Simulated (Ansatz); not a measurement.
BeS:
```yaml
crystal:
  lattice:
    - [3.43387, 0.00000, 0.00000]
    - [-1.71694, 2.97382, 0.00000]
    - [0.00000, 0.00000, 5.66094]
  atoms:
    - { symbol: Be, position: [0.33333, 0.66667, 0.99947] }
    - { symbol: S, position: [0.66667, 0.33333, 0.12553] }
    - { symbol: Be, position: [0.66667, 0.33333, 0.49947] }
    - { symbol: S, position: [0.33333, 0.66667, 0.62553] }
```

Relaxed with r²SCAN. Special points in fractions of this cell's reciprocal vectors: Γ (0.000, 0.000, 0.000); M (0.500, 0.000, 0.000); K (0.333, 0.333, 0.000); A (0.000, 0.000, 0.500); L (0.500, 0.000, 0.500); H (0.333, 0.333, 0.500).

List the band energies nearest the valence-band maximum at these points for r²SCAN in the plane-wave PAW code Ansatz.

In eV from the valence-band maximum; about four levels below and three above (degenerate sets whole), none deeper than 8.9 eV; points with the same levels are listed once.

```csv
k,below,above
Γ,-1.16 -1.16 -0.16 0.00 0.00,5.71 6.02 6.02
M,-3.88 -2.73 -2.33 -1.13,4.51 5.77 6.85
K,-4.23 -4.23 -3.00 -3.00 -3.00,4.09 9.25 9.25
A,-0.63 -0.63 -0.63 -0.63,6.05 6.05 6.79 6.79 6.79 6.79
L,-2.05 -2.05 -2.03 -2.03,4.66 4.66 6.16 6.16
H,-4.17 -4.17 -1.64 -1.64,5.99 5.99 7.19 7.19
```

Space group P6_3mc (wurtzite). The start of the workflow was typed in or built on a structure type; neither database checked (COD, Materials Project) lists it. COD files the formula under space group No. 216, so this cell is another polymorph or a model. Its standing as an ambient phase is unchecked. The r²SCAN relaxation kept the symmetry of its start; whether a distortion lowers the energy is not shown.

Potentials: the earlier of the program's two PAW sets.
